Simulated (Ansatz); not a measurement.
## Stationary points along a deformation path in Ti

All numbers below come from DFT r2SCAN, scalar-relativistic, plane waves, PAW in Ansatz 0.2.0. Cutoff 500 eV, Γ-centred 22×22×22 k-points, Gaussian smearing of 0.15 eV. No spin polarisation. Energies are free energies at this smearing, counted from the undisturbed cell; pressure is positive in compression.

The undisturbed cell (as given, not relaxed at this level; it stands at 4.4 GPa; this fcc form isn't the usual structure):

```xyz
1
Lattice="0.0000 2.0300 2.0300 2.0300 0.0000 2.0300 2.0300 2.0300 0.0000" Properties=species:S:1:pos:R:3 pbc="T T T"
Ti    0.0000    0.0000    0.0000
```

At fixed volume and fractional coordinates, lengths along (0.577, 0.577, 0.577) are scaled against those across it; ρ is that ratio over its starting value. V = 16.731 Å³/atom. Δσ is the stress along the axis less the mean stress across it (compression positive).

| ρ | ΔE (meV/atom) | Δσ (GPa) | space group |
| --- | --- | --- | --- |
| 0.500 | 862.6 | 0.00 | Pm-3m |
| 0.600 | 716.7 | 21.56 | R-3m |
| 0.710 | 425.6 | 25.89 | R-3m |
| 0.850 | 123.9 | 20.47 | R-3m |
| 1.000 | 0.0 | 0.00 | Fm-3m |
| 1.200 | 144.8 | -17.68 | R-3m |
| 1.410 | 429.2 | -37.05 | R-3m |
| 1.700 | 1100.5 | -63.51 | R-3m |
| 2.000 | 1923.6 | -82.79 | R-3m |

Task: How does the stress give the slope of the energy, and where is the energy stationary?

Result: Along the path d ln(length) is 2/3 d ln ρ on the axis and −1/3 d ln ρ across it, so dE/d ln ρ = −(2/3) V Δσ: the energy falls with ρ where Δσ is positive. Δσ vanishes or changes sign at ρ = 0.500 (Pm-3m, an end of the scan), at 862.6 meV/atom; at ρ = 1.000 (Fm-3m), a minimum at 0.0 meV/atom. Pairs of stationary points between two samples would go unseen, and could change a minimum read from distant neighbours into a maximum. At ρ = 0.500, 1.000 the cell is cubic, where symmetry alone makes the stress isotropic and the slope zero.

In a metal these slopes depend on the k mesh and the smearing.